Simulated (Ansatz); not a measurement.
TlAgTe₂, DFT, LDA, all-electron LAPW, scalar-relativistic (Ansatz 0.2.0), run on 1 thread of Arm Neoverse V1 on a shared host.

The cell is COD entry 1509558, as deposited and not checked against the literature; nothing was relaxed. The listed cell was then made from it by scaling, straining or moving an atom.

Command: `ansatz run input.yaml --threads 1 --pin off --max-ram 4096MiB --backend cpu --events-out ev --progress --plain --runs-dir out`

```yaml
crystal:
  lattice:
    - [-1.9199887731, 1.9199887731, 7.4546502873]
    - [1.9199887731, -1.9199887731, 7.4546502873]
    - [1.9199887731, 1.9199887731, -7.4546502873]
  atoms:
    - { symbol: Tl, position: [0.0, 0.0, 0.0] }
    - { symbol: Ag, position: [0.75, 0.25, 0.5] }
    - { symbol: Te, position: [0.369, 0.369, 0.0] }
    - { symbol: Te, position: [0.631, 0.631, 0.0] }
kpoints:
  mp_grid: { grid: [13, 13, 13] }
  band_path:
    path:
      - [0.0, 0.0, 0.0]
      - [0.0, 0.0, 0.5]
      - [0.25, 0.25, 0.25]
      - [0.0, 0.5, 0.0]
      - [0.0, 0.0, 0.0]
      - [0.5, 0.5, -0.5]
      - [0.2665837537, 0.7334162463, -0.2665837537]
      - [-0.2665837537, 0.2665837537, 0.2665837537]
      - [0.0, 0.0, 0.0]
    npoints: 5
scf:
  occupations: { method: fermi_dirac, width: 0.05 }
hamiltonian:
  xc: lda
  pseudopotentials: { kind: all_electron, lapw: { basis_error: 0.0005 } }
output:
  forces: true
  stress: true
  eigenvalues: true
```

Question: How large is the problem that the program sets up?

Answer: 196 irreducible k-points, 1441 plane waves at Γ, 74 bands.

Question: Estimate the wall time and the peak memory.

Answer: 21 min of wall time for 9 SCF iterations, with a peak of 2.5 GiB. Times on shared machines scatter by tens of per cent.
